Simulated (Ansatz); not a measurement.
One crystal and one scan (generalised stacking-fault energy along a line) at two levels, r2SCAN (plane waves to 500 eV, PAW, scalar-relativistic; Ansatz, a program for electronic structure) and PBE (plane waves to 420 eV, PAW, scalar-relativistic; Ansatz), each from its own relaxed cell and on its own mesh. The cell shown is that of r2SCAN.

Generalised stacking fault of LiF (rock salt) on the {110} plane. The cell below holds the perfect crystal with the plane normal along z; tilting its third vector by the shift puts one fault into each cell, between planes 1.41 Å apart, at fixed cell height.

```
CELL_PARAMETERS angstrom
      2.82150     0.00000     0.00000
      0.00000     3.99020     0.00000
      1.41075     1.99510     4.23224
ATOMIC_POSITIONS crystal
  F  0.00000 0.00000 0.83333
  F  0.33333 0.33333 0.16667
  F  0.66667 0.66667 0.50000
  Li 0.00000 0.50000 0.83333
  Li 0.33333 0.83333 0.16667
  Li 0.66667 0.16667 0.50000
```

In-plane vectors a = (2.821, 0.000) Å, b = (0.000, 3.990) Å, area 11.26 Å². The shift is s times the vector a (length 2.821 Å), so s = 1 restores the start. Atoms relax along the normal only. γ = [E(shift) − E(0)] / area.

E is the zero-smearing estimate. LiF was relaxed with its symmetry unable to fall. Faults lie only 4.2 Å apart, and holding the cell height raises γ above its relaxed value. Faults lie only 4.3 Å apart, and holding the cell height raises γ above its relaxed value. Percentages come from the unrounded values. Both scans cover s from 0.000 to 0.917.

Results of r2SCAN:

- Lattice constant a (Å) = 3.990
- Highest computed γ on the line (mJ/m²) = 672
- Steepest slope dγ/d(shift) before the first maximum (spline) (GPa) = 7.5
- Position of the highest point = s = 0.500
- Local minima between the ends = no computed point is one

Q: Estimate the PBE values.

A: 
```json
[
 {"quantity": "Lattice constant a (Å)", "PBE": "4.068", "r2SCAN − PBE": "-0.078 (-1.9 %)"},
 {"quantity": "Highest computed γ on the line (mJ/m²)", "PBE": "465", "r2SCAN − PBE": "+207 (+45 %)"},
 {"quantity": "Steepest slope dγ/d(shift) before the first maximum (spline) (GPa)", "PBE": "5.1", "r2SCAN − PBE": "+2.4 (+47 %)"}
]
```

r2SCAN gives the higher value for: highest computed γ on the line; steepest slope dγ/d(shift) before the first maximum. r2SCAN gives the lower value for: lattice constant a. Both give the same position of the highest point: s = 0.500.

(The slope of γ gives the shear force per area between the displaced halves; near zero shift its curvature is an elastic stiffness.)
